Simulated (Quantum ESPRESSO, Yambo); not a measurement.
Levels of theory for the gap of YOF

YOF (space group R-3m, No. 166): one geometry, one set of PBEsol (Quantum ESPRESSO, PseudoDojo norm-conserving, 84 Ry, scalar-relativistic) orbitals, self-energies from Yambo (4×4×4 Γ-centred k mesh, 123 bands and a 7 Ry block in the screening, 123 bands in G with the Bruneval-Gonze terminator, plasmon pole fitted at 27.2 eV).

The geometry is that of Materials Project entry mp-3637, symmetrised and not relaxed again.

| level | gap (0, 0.25, -0.25) → (0.25, -0.5, -0.25) (eV) | direct gap at (0, 0.25, -0.25) (eV) | rough Yambo cost |
|---|---|---|---|
| PBEsol (Quantum ESPRESSO) | 5.34 | 5.38 | – |
| exchange only (Hartree-Fock self-energy on PBEsol orbitals) | 15.94 | 15.99 | about 1/10 (12 states) |
| static COHSEX@PBEsol | 8.32 | 8.37 | within a factor of two (3 states) |
| G0W0@PBEsol, plasmon pole | 7.55 | 7.59 | 1 (12 states) |

Bare exchange has no screening and gives the widest gap; static COHSEX screens it but leaves out the frequency dependence, which G0W0 restores. Among the k points computed, the smallest G0W0 gap is 7.24 eV, (0, 0.25, -0.25) → Γ. The mesh misses a band edge: along a dense path the PBEsol gap is 4.94 eV against 5.34 eV on the mesh. All rows use the PBEsol edge points; in the exchange only run other k points give a smaller gap, 15.59 eV.

Costs are rough ratios of core time on shared machines.

Convergence of the G0W0 settings was not tested.
